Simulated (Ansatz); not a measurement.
Input and output for TaSi (CsCl type): DFT, PBEsol, norm-conserving pseudopotentials, Ansatz's default files, scalar-relativistic (Ansatz 0.2.0). This run: the series' base cell.

The cell comes from a relaxation on PAW files under the same functional, begun from a prototype that needn't be the stable phase.

Command: `ansatz run input.yaml --threads 1 --pin off --max-ram 2048MiB --backend cpu --events-out ev --progress --plain --runs-dir out` It took 7 s on 1 thread of Arm Neoverse V1, on a shared host, peak memory 0.32 GiB.

```yaml
crystal:
  lattice:
    - [3.1244594619, 0.0, 0.0]
    - [0.0, 3.1244594619, 0.0]
    - [0.0, 0.0, 3.1244594619]
  atoms:
    - { symbol: Ta, position: [0.0, 0.0, 0.0] }
    - { symbol: Si, position: [0.5, 0.5, 0.5] }
kpoints:
  mp_grid: { grid: [14, 14, 14] }
scf:
  occupations: { method: fermi_dirac, width: 0.05 }
hamiltonian:
  xc: pbesol
  pseudopotentials: { kind: nc }
output:
  forces: true
  stress: true
  eigenvalues: true
```

Output:

```
Engine: ansatz 0.2.0
Pseudopotentials: kind: nc
Pseudopotential: Ta, nc, valence charge 13, recommended cutoff 789.130201 eV (normal), Ta.nc.azcp (PseudoDojo's, or run here from an input of PseudoDojo's: the run reads no file of this project's for it)
Pseudopotential: Si, nc, valence charge 4, recommended cutoff 489.804952 eV (normal), Si.nc.azcp (PseudoDojo's, or run here from an input of PseudoDojo's: the run reads no file of this project's for it)
Functional definition: PBEsol
  exchange = pbesol_x
  correlation = pbesol_c
Crystal: 2 atoms, lattice volume = 30.502 Å³
Basis set: ecut = 789.130201 eV, 1551 PW (Γ), exchange–correlation on 60×60×60 points (8 copies of the dense FFT grid, shifted against one another)
Bands: 13, of which v1, the nominal top of the filled ones, is band 9 counted from 1 (8 counted from 0)
Symmetry: 48 space group operations
Space group: Pm-3m (ITA 221), of the structure as read, at distance tolerance 3.1e-5 Å
k-points: 120 of 2744
Non-local potential: Ta, projectors of the file, l = 0: 2, l = 1: 2, l = 2: 2, l = 3: 2
Non-local potential: Si, projectors of the file, l = 0: 2, l = 1: 2, l = 2: 2
Initial density: superposition of atomic densities (chi_scale 0.1, normalization cell, long waves kept (reshape's long-wave potential 0.00 eV rms))
Initial wavefunctions: pseudopotential atomic-orbital guess
Functional: x = pbesol(κ = 0.804, μ = 0.12345679012345678), c = pbesol(β = 0.046)
SCF iter   1: F=—  HF=-1886.518285 eV  |F-HF|=—  |Δ(HF+E_count)|=         —  Δρ=2.85e-2  dr2=2.53e-1  ethr=3.10e-3  ⟨swp⟩=6.1  Hψ=9781  notcnv=0
preconditioner: auto → none  [metal: Δε(μ)=0.013 eV  Ē_g=7.996 eV  σ=0.050 eV  W_gap=0.06  n_scr=6 (ndim 8)  ℏωp=20.2 eV  f_vac=0.000  D(μ)=1.53/eV (n_scr^D=18)  sad-step TF]
SCF iter   2: F=—  HF=-1886.455547 eV  |F-HF|=—  |Δ(HF+E_count)|=   6.27e-2  Δρ=1.68e-2  dr2=7.89e-2  ethr=1.49e-3  ⟨swp⟩=2.0  Hψ=2950  notcnv=0  defer=9
SCF iter   3: F=—  HF=-1886.428947 eV  |F-HF|=—  |Δ(HF+E_count)|=   2.66e-2  Δρ=4.85e-3  dr2=1.43e-2  ethr=4.64e-4  ⟨swp⟩=2.2  Hψ=2648  notcnv=0  defer=9
SCF iter   4: F=—  HF=-1886.424664 eV  |F-HF|=—  |Δ(HF+E_count)|=   4.28e-3  Δρ=5.52e-4  dr2=3.36e-5  ethr=8.39e-5  ⟨swp⟩=2.2  Hψ=2647  notcnv=0  defer=9
SCF iter   5: F=—  HF=-1886.424663 eV  |F-HF|=—  |Δ(HF+E_count)|=   1.19e-6  Δρ=2.11e-4  dr2=2.77e-6  ethr=1.98e-7  ⟨swp⟩=2.2  Hψ=2635  notcnv=0  defer=9
SCF iter   6: F=-1886.424664 eV  HF=-1886.424664 eV  |F-HF|=1.76e-8  |Δ(HF+E_count)|=   5.12e-7  Δρ=1.77e-5  dr2=3.72e-8  ethr=5.88e-10  ⟨swp⟩=5.5  Hψ=9451  notcnv=0
SCF 1 converged in 6 iterations: F = -1886.424664 eV  dr2 = 3.72e-8
SCF converged after 6 iterations
Free energy (F): -1886.424664 eV
Harris-Foulkes:  -1886.424664 eV  (|F-HF|=1.76e-8)
Internal energy: -1886.412261 eV  (E = F + TS)
E sigma→0 (E₀):  -1886.418462 eV
Entropy (-TS):   -0.012403 eV (-6.201 meV/atom)
Fermi energy:    16.074585 eV
--- Per-component energies (eV) ---
  E_band       = -102.163314
  E_kinetic    = 512.742422
  E_local      = -955.726874  (includes V_loc(G=0)·N_el)
  E_nonlocal   = 139.995335
  E_hartree    = 262.467656
  E_xc         = -444.156477
  E_vxc        = -324.108387  (∫ρ·V_xc dr)
  E_ewald      = -1401.734323
  E_smearing   = -0.012403  (= −TS)
  E_closure    = -0.000000  (closes the sum)
  Σ components = -1886.424664   (vs F -1886.424664, Δ=0.00e0)
--- Forces (eV/Å), atoms counted from 1 ---
  atom   1  Ta    -0.00000000     0.00000000    -0.00000000
  atom   2  Si     0.00000000     0.00000000    -0.00000000
  max |Σ_I F_I| component: 4.68e-31 eV/Å
--- Stress (GPa, compression-positive) ---
       -0.018948      -0.000000       0.000000
        0.000000      -0.018948       0.000000
        0.000000       0.000000      -0.018948
  P = ⅓ Tr σ = -0.0189 GPa (-0.189 kbar)
--- Band table (eV; the first three rows and the last of 120) ---
  k-point 0: bands = ["-51.4722", "-17.8425", "-17.8425", "-17.8425", "4.0559", "13.2130", "13.2130", "18.4529", "18.4529", "18.4529", "18.9587", "18.9587", "18.9587"]
  k-point 1: bands = ["-51.4713", "-17.8628", "-17.8407", "-17.8407", "4.1537", "13.1726", "13.2629", "17.8099", "17.8099", "18.2299", "18.9860", "19.6396", "19.6396"]
  k-point 2: bands = ["-51.4690", "-17.9192", "-17.8356", "-17.8356", "4.4421", "12.9582", "13.4081", "17.0335", "17.0335", "17.8943", "19.0639", "20.5377", "20.5377"]
  k-point 119: bands = ["-51.4223", "-18.1285", "-18.1285", "-18.1285", "10.6554", "10.6554", "10.6554", "12.2263", "19.5049", "19.5049", "19.5049", "21.5708", "21.5708"]
```

Next run (volume at 0.95 of the series' base cell), as changes to the input before:

```diff
   lattice:
-    - [3.1244594619, 0.0, 0.0]
-    - [0.0, 3.1244594619, 0.0]
-    - [0.0, 0.0, 3.1244594619]
+    - [3.0714922894, 0.0, 0.0]
+    - [0.0, 3.0714922894, 0.0]
+    - [0.0, 0.0, 3.0714922894]
   atoms:
```

Results part of the output:

```
SCF 1 converged in 6 iterations: F = -1886.374168 eV  dr2 = 1.99e-8
SCF converged after 6 iterations
Free energy (F): -1886.374168 eV
Harris-Foulkes:  -1886.374168 eV  (|F-HF|=7.72e-9)
Internal energy: -1886.362069 eV  (E = F + TS)
E sigma→0 (E₀):  -1886.368118 eV
Entropy (-TS):   -0.012099 eV (-6.050 meV/atom)
Fermi energy:    17.038545 eV
--- Per-component energies (eV) ---
  E_band       = -85.973647
  E_kinetic    = 516.581969
  E_local      = -926.616585  (includes V_loc(G=0)·N_el)
  E_nonlocal   = 140.356603
  E_hartree    = 254.861855
  E_xc         = -445.639004
  E_vxc        = -326.021195  (∫ρ·V_xc dr)
  E_ewald      = -1425.906907
  E_smearing   = -0.012099  (= −TS)
  E_closure    = 0.000000  (closes the sum)
  Σ components = -1886.374168   (vs F -1886.374168, Δ=0.00e0)
--- Forces (eV/Å), atoms counted from 1 ---
  atom   1  Ta    -0.00000000     0.00000000    -0.00000000
  atom   2  Si     0.00000000     0.00000000     0.00000000
  max |Σ_I F_I| component: 5.26e-31 eV/Å
--- Stress (GPa, compression-positive) ---
       11.083398       0.000000       0.000000
        0.000000      11.083398       0.000000
        0.000000       0.000000      11.083398
  P = ⅓ Tr σ = 11.0834 GPa (110.834 kbar)
--- Band table (eV; the first three rows and the last of 120) ---
  k-point 0: bands = ["-50.3468", "-16.7302", "-16.7302", "-16.7302", "4.6756", "13.9371", "13.9371", "19.5787", "19.5787", "19.5787", "20.0857", "20.0857", "20.0857"]
  k-point 1: bands = ["-50.3457", "-16.7549", "-16.7280", "-16.7280", "4.7794", "13.9061", "13.9901", "18.8872", "18.8872", "19.3588", "20.1156", "20.8124", "20.8124"]
  k-point 2: bands = ["-50.3427", "-16.8236", "-16.7218", "-16.7218", "5.0849", "13.7206", "14.1448", "18.0602", "18.0602", "19.0184", "20.2010", "21.7536", "21.7536"]
  k-point 119: bands = ["-50.2828", "-17.0722", "-17.0722", "-17.0722", "11.3102", "11.3102", "11.3102", "13.3209", "20.6741", "20.6741", "20.6741", "22.9240", "22.9240"]
```

Next run (volume at 0.4 of the series' base cell), as changes to the input before:

```diff
   lattice:
-    - [3.0714922894, 0.0, 0.0]
-    - [0.0, 3.0714922894, 0.0]
-    - [0.0, 0.0, 3.0714922894]
+    - [2.3021214148, 0.0, 0.0]
+    - [0.0, 2.3021214148, 0.0]
+    - [0.0, 0.0, 2.3021214148]
   atoms:
```

Results part of the output:

```
SCF 1 converged in 6 iterations: F = -1858.537077 eV  dr2 = 5.31e-9
SCF converged after 6 iterations
Free energy (F): -1858.537077 eV
Harris-Foulkes:  -1858.537077 eV  (|F-HF|=3.53e-9)
Internal energy: -1858.530661 eV  (E = F + TS)
E sigma→0 (E₀):  -1858.533869 eV
Entropy (-TS):   -0.006415 eV (-3.208 meV/atom)
Fermi energy:    41.914197 eV
--- Per-component energies (eV) ---
  E_band       = 295.598088
  E_kinetic    = 639.658973
  E_local      = -408.501824  (includes V_loc(G=0)·N_el)
  E_nonlocal   = 153.120958
  E_hartree    = 141.906355
  E_xc         = -482.268953
  E_vxc        = -372.494079  (∫ρ·V_xc dr)
  E_ewald      = -1902.446170
  E_smearing   = -0.006415  (= −TS)
  E_closure    = -0.000000  (closes the sum)
  Σ components = -1858.537077   (vs F -1858.537077, Δ=0.00e0)
--- Forces (eV/Å), atoms counted from 1 ---
  atom   1  Ta    -0.00000000    -0.00000000     0.00000000
  atom   2  Si     0.00000000    -0.00000000     0.00000000
  max |Σ_I F_I| component: 4.60e-31 eV/Å
--- Stress (GPa, compression-positive) ---
     1018.164097      -0.000000       0.000000
        0.000000    1018.164097       0.000000
       -0.000000       0.000000    1018.164097
  P = ⅓ Tr σ = 1018.1641 GPa (10181.641 kbar)
--- Band table (eV; the first three rows and the last of 120) ---
  k-point 0: bands = ["-26.5595", "8.3873", "8.3873", "8.3873", "24.4917", "30.5278", "30.5278", "47.0238", "47.0238", "47.0238", "50.3202", "50.3202", "50.3202"]
  k-point 1: bands = ["-26.5235", "7.9588", "8.4181", "8.4181", "24.8384", "30.6561", "30.9678", "45.8137", "45.8137", "47.1336", "49.8212", "51.3491", "51.3491"]
  k-point 2: bands = ["-26.4217", "6.8727", "8.5054", "8.5054", "25.6588", "31.0348", "32.2389", "43.7714", "43.7714", "47.4548", "48.7749", "52.8665", "52.8665"]
  k-point 119: bands = ["-24.3962", "4.5644", "4.5644", "4.5644", "27.5235", "27.5235", "27.5235", "41.5514", "54.3681", "54.3681", "54.3681", "57.0776", "57.0776"]
```

Spin–orbit coupling is left out, which matters for the heavy atoms. The norm-conserving files are those that the library serves for this functional. The structure type is held throughout; the real material can change phase at far lower pressure.
